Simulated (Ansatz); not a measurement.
A geometry of CsPbCl₃ away from equilibrium: step 2 of the relaxation of a relaxed CsPbCl3 cell shaken by Gaussian noise of σ = 0.08 Å a coordinate. Level of theory: PBE (plane waves to 420 eV, PAW, scalar-relativistic; Ansatz, a first-principles code). Γ-centred k-mesh 4×4×4 on the run's cell (coarser than for final values), Fermi–Dirac smearing 0.05 eV.

```
CELL_PARAMETERS angstrom
      4.08606     2.34212     6.49164
     -4.06506     2.34858     6.47611
      0.01610    -4.70796     6.49014
ATOMIC_POSITIONS crystal
  Cs 0.26191 0.25360 0.25525
  Cs 0.74642 0.74000 0.74714
  Pb 0.00966 0.99408 0.00936
  Pb 0.51700 0.49455 0.50174
  Cl 0.69953 0.80766 0.25750
  Cl 0.25593 0.67906 0.81721
  Cl 0.81048 0.26372 0.67884
  Cl 0.32650 0.17487 0.74238
  Cl 0.75514 0.31548 0.18793
  Cl 0.18994 0.75674 0.30156
```

Problem. Give the Cartesian forces on all atoms (eV/Å).

Solution. 
| atom | Fx | Fy | Fz |
|---|---|---|---|
| Cs1 | 0.02 | -0.02 | -0.01 |
| Cs2 | 0.03 | 0.03 | 0.03 |
| Pb3 | -0.02 | 0.17 | -0.12 |
| Pb4 | -0.17 | -0.07 | -0.16 |
| Cl5 | -0.04 | -0.03 | -0.02 |
| Cl6 | -0.06 | -0.01 | 0.05 |
| Cl7 | 0.15 | -0.07 | 0.13 |
| Cl8 | -0.06 | 0.04 | 0.05 |
| Cl9 | 0.08 | 0.04 | -0.05 |
| Cl10 | 0.07 | -0.07 | 0.10 |

Problem. What is the pressure?

Solution. 0.0 GPa, compression positive.

No spin polarisation in the result.

The end of the path is a generated cell of CsPbCl3: the first start was made by placing the elements on the sites of a structure type, and the end was not matched to a known phase here, so it may be hypothetical. Known forms of CsPbCl3 include space group No. 221.
